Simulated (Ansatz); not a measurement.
Polymorphs of GaN, each relaxed with DFT-HSE06 in the program Ansatz with PAW potentials:

A: wurtzite (P6_3mc)
a = b = 3.185 Å, c = 5.179 Å, α = β = 90.00°, γ = 120.00°

```csv
atom,site,symmetry,x,y,z
Ga,2b,3m.,0.6667,0.3333,0.4989
N,2b,3m.,0.3333,0.6667,0.3761
```

B: rock salt (Fm-3m)
a = 4.210 Å, b = 4.210 Å, c = 4.210 Å, α = 90.00°, β = 90.00°, γ = 90.00°

```
atom  site  symmetry       x       y       z
----  ----  --------  ------  ------  ------
Ga      4a      m-3m  0.0000  0.0000  0.0000
N       4b      m-3m  0.5000  0.5000  0.5000
```

Q: Put the candidates in order of energy per atom at 0 K, lowest first, for HSE06.

A: A (+0 meV/atom), B (+477 meV/atom)

Q: Give each one's gap.

A: A 3.20 eV; B 1.94 eV.

Not the usual ambient phase: B. All cells were relaxed under the symmetry of their starts (and spin orders); stability against distortions was not tested throughout. Scalar-relativistic: spin–orbit coupling is off unless named, which matters more the heavier the elements.

Potentials: the earlier of the program's two PAW sets.
